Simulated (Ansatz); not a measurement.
## V2O5: ¹⁷O NMR of the central transition

Cell: an entry of the Crystallography Open Database (COD), ions relaxed with PBE at fixed cell.

```cif
data_V2O5
_symmetry_space_group_name_H-M 'Pmmn:1'
_symmetry_Int_Tables_number 59
_cell_length_a 3.5710
_cell_length_b 11.5440
_cell_length_c 4.3830
_cell_angle_alpha 90.000
_cell_angle_beta 90.000
_cell_angle_gamma 90.000
loop_
_atom_site_label
_atom_site_type_symbol
_atom_site_symmetry_multiplicity
_atom_site_Wyckoff_symbol
_atom_site_fract_x
_atom_site_fract_y
_atom_site_fract_z
V V 4 e 0.0000 0.3516 0.8877
O5 O 4 e 0.0000 0.1811 0.0057
O9 O 4 e 0.0000 0.3551 0.5264
O13 O 2 b 0.0000 0.5000 0.9982
```

One atom of each set is listed.

The numbers come from a DFT calculation in Ansatz (PBE, plane waves and PAW, scalar-relativistic, 420 eV cutoff, Γ-centred 6×2×5 k-points, Fermi–Dirac smearing 0.02 eV).

¹⁷O has I = 5/2 and Q = -25.58 mb (Pyykkö 2018); at 28.2 T its Larmor frequency is ν₀ = 162.8 MHz. Only the quadrupole interaction is simulated: positions count from each site's isotropic chemical shift, and J coupling is left out, as are shift anisotropy and dipolar coupling, which fast spinning averages.

The O sites: O5 (4 atoms; 3 V at 1.88–2.04 Å); O9 (4 atoms; 1 V at 1.58 Å); O13 (2 atoms; 2 V at 1.78 Å, angle 148°).

Fitted components of the simulated spectrum:

```json
{"component": "A", "|C_Q| (MHz)": "0.752", "η": "0.67"}
{"component": "B", "|C_Q| (MHz)": "3.16", "η": "0.70"}
{"component": "C", "|C_Q| (MHz)": "3.70", "η": "0.01"}
```

Question: Which site most likely gives which component?

Answer: By the calculation, A is O9, B is O5, C is O13. At O13 V_zz points along the bisector of its two bonds (within 1°). Like point charges on the first shell alone (each adding as 1/d³) would give another order (O5 < O9 < O13): the covalent part of each bond and the atoms beyond the first shell count as well.

The relaxation (3 steps) took 64 s of wall time (64 s of CPU time) and 0.56 GiB at its peak, on 1 thread of Arm Neoverse V1 (aarch64; 8 cores open to the job, memory cap 2.5 GiB, no GPU), a shared host with a load of 0.3 a core.
